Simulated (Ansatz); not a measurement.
## Magnetic orders of CrMoO4

The calculation used DFT PBEsol, scalar-relativistic, plane waves, PAW in Ansatz 0.2.0.

```
Cr Mo O
1.0
     3.22273   -3.33245    0.00000
     3.22273    3.33245    0.00000
     0.00000    0.00000    2.91245
Cr Mo O
1 1 4
Direct
  0.00000 0.00000 0.00000
  0.50000 0.50000 0.50000
  0.20415 0.20415 0.50000
  0.79585 0.79585 0.50000
  0.29479 0.70521 0.00000
  0.70521 0.29479 0.00000
```

| Item | Value |
| --- | --- |
| plane-wave cutoff | 420 eV |
| Γ-centred k-mesh | 8×8×12 |
| occupation rule | Gaussian smearing, 0.1 eV |
| list of starting moments (μB, in atom order) | 3 1 0 0 0 0 |
| check for lower electronic states after the SCF | off |

All runs keep this geometry, which isn't relaxed for the lowest state (largest force there 0.531 eV/Å, pressure -3.5 GPa; forces reach 1.09 eV/Å in another state) and needn't be a stable compound; relaxing each order would shift the differences by some 10 meV/atom, going by the pressures and a bulk modulus of about 150 GPa. Signs run over the atoms with starting moments. The large starts are 4.5 2.5 0 0 0 0 μB. The small starts are 0.5 0.5 0 0 0 0 μB. No Hubbard U is used, and semilocal functionals often make open-shell oxides metallic. Site moments are spin moments in atom-centred spheres that scale with the neighbour distance. The states are those that the runs reached from these starts; a lower one can exist.

| start | ends | energy above lowest (meV/atom) | site moments (μB) | gap on mesh (eV) | P (GPa) |
| --- | --- | --- | --- | --- | --- |
| no spin | non-magnetic | 139 | none over 0.05 | metal | -8.9 |
| ferromagnetic | ferromagnetic | 0.00 | Cr +2.24, Mo +0.26 | metal | -3.5 |
| large parallel starting moments | ferromagnetic | 0.00 | Cr +2.24, Mo +0.26 | metal | -3.5 |
| ferrimagnetic in the cell, signs +- | ferromagnetic | 0.00 | Cr +2.24, Mo +0.26 | metal | -3.5 |
| small parallel starting moments | ferromagnetic | 0.00 | Cr +2.24, Mo +0.26 | metal | -3.5 |

Cost: 5 runs of about 4.9 core-minutes in all, on Arm Neoverse V1 (shared hosts).